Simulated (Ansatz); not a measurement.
CsPbBr₃:
```
CsPbBr3
1.0
    5.86640     0.00000     0.00000
    0.00000     5.86640     0.00000
    0.00000     0.00000     5.86640
Cs Pb Br
1 1 3
Direct
  0.00000   0.00000   0.00000
  0.50000   0.50000   0.50000
  0.00000   0.50000   0.50000
  0.50000   0.50000   0.00000
  0.50000   0.00000   0.50000
```

Relaxed with PBEsol. Special points in fractions of this cell's reciprocal vectors: Γ (0.000, 0.000, 0.000); X (0.000, 0.500, 0.000); M (0.500, 0.500, 0.000); R (0.500, 0.500, 0.500).

Task: List the band energies nearest the valence-band maximum at these points for the program Ansatz at the PBEsol level (PAW).

Result: In eV from the valence-band maximum; about four levels below and three above (degenerate sets whole), none deeper than 8.9 eV; points with the same levels are listed once.

```
k                                below           above
-  -----------------------------------  --------------
Γ  -2.20 -2.20 -2.20 -2.08 -2.08 -2.08  2.86 4.00 4.00
X              -2.33 -2.19 -2.19 -1.46  2.49 4.34 4.92
M        -2.43 -2.43 -2.31 -1.71 -0.71  1.99 1.99 4.79
R               -1.70 -1.70 -1.70 0.00  1.42 1.42 1.42
```

Space group Pm-3m (cubic perovskite). This is a known high-temperature phase of the composition, computed here at zero pressure and temperature. Symmetry was held in the PBEsol relaxation; its stability against distortions is not shown here. Spin–orbit coupling is left out wherever it is not named.

Potentials: the later of the program's two PAW sets.
